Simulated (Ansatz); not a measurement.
GeSe₂:
```yaml
crystal:
  lattice:
    - [3.72890, 0.00000, 0.00000]
    - [-1.86445, 3.22932, 0.00000]
    - [0.00000, 0.00000, 11.12423]
  atoms:
    - { symbol: Ge, position: [0.33333, 0.66667, 0.25000] }
    - { symbol: Ge, position: [0.66667, 0.33333, 0.75000] }
    - { symbol: Se, position: [0.33333, 0.66667, 0.60103] }
    - { symbol: Se, position: [0.66667, 0.33333, 0.10103] }
    - { symbol: Se, position: [0.66667, 0.33333, 0.39897] }
    - { symbol: Se, position: [0.33333, 0.66667, 0.89897] }
```

Relaxed with PBE. Special points in fractions of this cell's reciprocal vectors: Γ (0.000, 0.000, 0.000); M (0.500, 0.000, 0.000); K (0.333, 0.333, 0.000); A (0.000, 0.000, 0.500); L (0.500, 0.000, 0.500); H (0.333, 0.333, 0.500).

Question: List the band energies nearest the Fermi level at these points for DFT-PBE in the program Ansatz with PAW potentials.

Answer: In eV from the Fermi level; about four levels below and three above (degenerate sets whole), none deeper than 8.9 eV; points with the same levels are listed once.

```tsv
k	below	above
Γ	-0.97 -0.97 -0.81 -0.81 -0.62	0.16 0.16 1.39
M	-1.97 -1.95 -1.28 -0.31	0.13 0.35 1.94
K	-3.78 -1.83 -0.38 -0.38	0.46 0.46 1.04
A	-0.19 -0.19 -0.19 -0.19	0.58 0.58 3.12 3.12 3.12 3.12
L	-1.02 -1.02 -0.26 -0.26	2.75 2.75 3.79 3.79
H	-2.78 -2.78 -1.92 -1.92	1.54 1.54 2.34 2.34
```

Space group P6_3/mmc. The cell is a constructed one: a structure type filled with these elements; neither database checked (COD, Materials Project) lists it. Whether it is the stable phase at ambient conditions was not checked. The PBE relaxation kept the symmetry of its start; its stability against distortions is not shown here. A crystal of weakly bound layers computed without a dispersion correction: the cell and the soft elastic constants depend strongly on that. Spin–orbit coupling is left out wherever it is not named.

Potentials: the later of the program's two PAW sets.
